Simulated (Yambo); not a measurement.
# Optical response of Li$_{2}$Pd

```xyz
3
Lattice="4.2051 0.0000 0.0000 -2.1026 3.6417 0.0000 0.0000 0.0000 2.6799" Properties=species:S:1:pos:R:3 pbc="T T T"
Li     0.0000     2.4278     1.3399
Li     2.1026     1.2139     1.3399
Pd     0.0000     0.0000     0.0000
```

Yambo, RPA with local fields on PBEsol bands; 12×12×16 mesh, 59 bands, 4 Ry local-field block, 0.25 eV broadening; field along x.

```json
[
 {"E (eV)": "0.6", "Im ε": "7.60", "Im ε, independent particles": "8.44"},
 {"E (eV)": "1.0", "Im ε": "12.2", "Im ε, independent particles": "14.0"},
 {"E (eV)": "1.4", "Im ε": "12.2", "Im ε, independent particles": "14.9"},
 {"E (eV)": "1.8", "Im ε": "13.3", "Im ε, independent particles": "16.7"},
 {"E (eV)": "2.1", "Im ε": "14.6", "Im ε, independent particles": "18.3"},
 {"E (eV)": "2.5", "Im ε": "11.1", "Im ε, independent particles": "13.3"},
 {"E (eV)": "2.9", "Im ε": "9.10", "Im ε, independent particles": "10.4"},
 {"E (eV)": "3.2", "Im ε": "6.88", "Im ε, independent particles": "7.91"},
 {"E (eV)": "3.6", "Im ε": "4.94", "Im ε, independent particles": "5.77"},
 {"E (eV)": "4.0", "Im ε": "3.73", "Im ε, independent particles": "4.50"},
 {"E (eV)": "4.4", "Im ε": "2.99", "Im ε, independent particles": "3.75"},
 {"E (eV)": "4.8", "Im ε": "2.44", "Im ε, independent particles": "3.13"},
 {"E (eV)": "5.1", "Im ε": "2.05", "Im ε, independent particles": "2.60"},
 {"E (eV)": "5.5", "Im ε": "1.69", "Im ε, independent particles": "2.12"},
 {"E (eV)": "5.9", "Im ε": "1.47", "Im ε, independent particles": "1.72"},
 {"E (eV)": "6.2", "Im ε": "1.16", "Im ε, independent particles": "1.40"},
 {"E (eV)": "6.6", "Im ε": "1.05", "Im ε, independent particles": "1.27"},
 {"E (eV)": "7.0", "Im ε": "0.89", "Im ε, independent particles": "1.04"},
 {"E (eV)": "7.4", "Im ε": "0.79", "Im ε, independent particles": "0.98"},
 {"E (eV)": "7.8", "Im ε": "0.98", "Im ε, independent particles": "1.19"},
 {"E (eV)": "8.1", "Im ε": "1.12", "Im ε, independent particles": "1.30"},
 {"E (eV)": "8.5", "Im ε": "1.12", "Im ε, independent particles": "1.28"},
 {"E (eV)": "8.9", "Im ε": "1.12", "Im ε, independent particles": "1.31"},
 {"E (eV)": "9.2", "Im ε": "1.26", "Im ε, independent particles": "1.49"},
 {"E (eV)": "9.6", "Im ε": "1.38", "Im ε, independent particles": "1.68"},
 {"E (eV)": "10.0", "Im ε": "1.42", "Im ε, independent particles": "1.72"},
 {"E (eV)": "10.4", "Im ε": "1.37", "Im ε, independent particles": "1.67"},
 {"E (eV)": "10.8", "Im ε": "1.28", "Im ε, independent particles": "1.57"},
 {"E (eV)": "11.1", "Im ε": "1.23", "Im ε, independent particles": "1.53"},
 {"E (eV)": "11.5", "Im ε": "1.42", "Im ε, independent particles": "1.78"},
 {"E (eV)": "11.9", "Im ε": "1.49", "Im ε, independent particles": "1.80"},
 {"E (eV)": "12.2", "Im ε": "1.37", "Im ε, independent particles": "1.58"},
 {"E (eV)": "12.6", "Im ε": "1.19", "Im ε, independent particles": "1.38"},
 {"E (eV)": "13.0", "Im ε": "1.06", "Im ε, independent particles": "1.26"},
 {"E (eV)": "13.4", "Im ε": "0.96", "Im ε, independent particles": "1.15"},
 {"E (eV)": "13.8", "Im ε": "0.85", "Im ε, independent particles": "1.02"},
 {"E (eV)": "14.1", "Im ε": "0.82", "Im ε, independent particles": "0.98"},
 {"E (eV)": "14.5", "Im ε": "0.75", "Im ε, independent particles": "0.92"},
 {"E (eV)": "14.9", "Im ε": "0.62", "Im ε, independent particles": "0.79"},
 {"E (eV)": "15.2", "Im ε": "0.55", "Im ε, independent particles": "0.74"},
 {"E (eV)": "15.6", "Im ε": "0.55", "Im ε, independent particles": "0.76"},
 {"E (eV)": "16.0", "Im ε": "0.48", "Im ε, independent particles": "0.71"},
 {"E (eV)": "16.4", "Im ε": "0.49", "Im ε, independent particles": "0.74"},
 {"E (eV)": "16.8", "Im ε": "0.51", "Im ε, independent particles": "0.82"},
 {"E (eV)": "17.1", "Im ε": "0.55", "Im ε, independent particles": "0.94"},
 {"E (eV)": "17.5", "Im ε": "0.66", "Im ε, independent particles": "1.09"},
 {"E (eV)": "17.9", "Im ε": "0.73", "Im ε, independent particles": "1.10"},
 {"E (eV)": "18.2", "Im ε": "0.74", "Im ε, independent particles": "1.05"},
 {"E (eV)": "18.6", "Im ε": "0.78", "Im ε, independent particles": "1.07"},
 {"E (eV)": "19.0", "Im ε": "0.79", "Im ε, independent particles": "0.96"},
 {"E (eV)": "19.4", "Im ε": "0.78", "Im ε, independent particles": "0.93"},
 {"E (eV)": "19.8", "Im ε": "0.69", "Im ε, independent particles": "0.79"}
]
```

Only interband transitions are included: the Drude term is missing, so nothing below about 0.6 eV and no real part is shown. Peak heights and small wiggles depend on the k mesh.

Spin-orbit coupling is not included.

Geometry of the Materials Project entry, not relaxed at this level.
